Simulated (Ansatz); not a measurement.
## Structure relaxation, Pd

The start is a generated trial cell of Pd in the dhcp structure type. The cell and all atomic positions are relaxed at zero pressure with PBEsol (plane waves to 420 eV, PAW, scalar-relativistic; Ansatz, a quantum-chemistry and plane-wave program). The first steps use a coarse 13×13×4 k-mesh.

Input geometry:
```
CELL_PARAMETERS angstrom
      2.76439     0.00000     0.00000
     -1.38220     2.39403     0.00000
      0.00000     0.00000     8.89445
ATOMIC_POSITIONS crystal
  Pd 0.00000 0.00000 0.00000
  Pd 0.00000 0.00000 0.50000
  Pd 0.33333 0.66667 0.25000
  Pd 0.66667 0.33333 0.75000
```

- Outcome = The space group stays P6₃/mmc (No. 194) (the run could not lower it); the end is AFLOW prototype A_hP4_194_ac (A3', as in La), with 4 atoms in the primitive cell
- Energy released = under 0.01 eV/atom
- Volume change = -0.9 %, from 14.72 to 14.59 Å³/atom
- Shortest distances (start → end) = The closest pairs of elements (up to four, under 3.6 Å), start → end: Pd–Pd 2.74 → 2.73 Å
- Band gap at the end = zero (metallic)
- Optimiser moves = 6

The end point of the relaxation:

```cif
data_Pd4
_chemical_formula_sum 'Pd4'
_space_group_name_H-M_alt 'P63/mmc'
_space_group_IT_number 194
_space_group_name_Hall '-P 6c 2c'
_cell_length_a 2.73373
_cell_length_b 2.73373
_cell_length_c 9.01465
_cell_angle_alpha 90.000
_cell_angle_beta 90.000
_cell_angle_gamma 120.000
loop_
_atom_site_label
_atom_site_type_symbol
_atom_site_symmetry_multiplicity
_atom_site_Wyckoff_symbol
_atom_site_fract_x
_atom_site_fract_y
_atom_site_fract_z
_atom_site_occupancy
Pd1 Pd 2 a 0.00000 0.00000 0.00000 1
Pd2 Pd 2 c 0.33333 0.66667 0.25000 1
```

Final values are on a 19×19×5 k-mesh of the relaxed cell. No spin polarisation in the result.

The run could not lose the symmetry of its start; a randomly shaken copy of 8 atoms returns to this structure.

All atoms sit on sites fixed by symmetry, so only the cell could relax.

The relaxed structure here is a generated cell of Pd: the first start was made by placing the elements on the sites of a structure type, and the end was not matched to a known phase here, so it may be hypothetical. Known forms of Pd include space group No. 225.
